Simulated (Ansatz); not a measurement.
Cu$_{3}$Au (Cu3Au type, Pm-3m) at seven volumes, DFT-PBE in the program Ansatz with PAW potentials, scaled uniformly. One row is withheld.

| V (Å³/atom) | P (GPa) |
|---|---|
| 12.296 | 17.14 |
| 12.701 | ? |
| 13.107 | 4.67 |
| 13.512 | 0.00 |
| 13.917 | -3.86 |
| 14.323 | -7.04 |
| 14.728 | -9.68 |

Problem. Fit the shown pressures and predict the withheld one.

Solution. P = (3/2)B₀(x^(7/2) − x^(5/2))[1 + (3/4)(B′ − 4)(x − 1)] with x = (V₀/V)^(2/3). Least squares on the six rows gives V₀ = 13.512 Å³/atom, B₀ = 141 GPa, B′ = 5.33. At V = 12.701, x = 1.0421 and P = 10.29 GPa. The run itself gave 10.32 GPa.

Symmetry was held in the PBE relaxation; of distortions, only those at the zone centre were tested. The run is not spin-polarised. Spin–orbit coupling is left out wherever it is not named.

Potentials: the later of the program's two PAW sets.
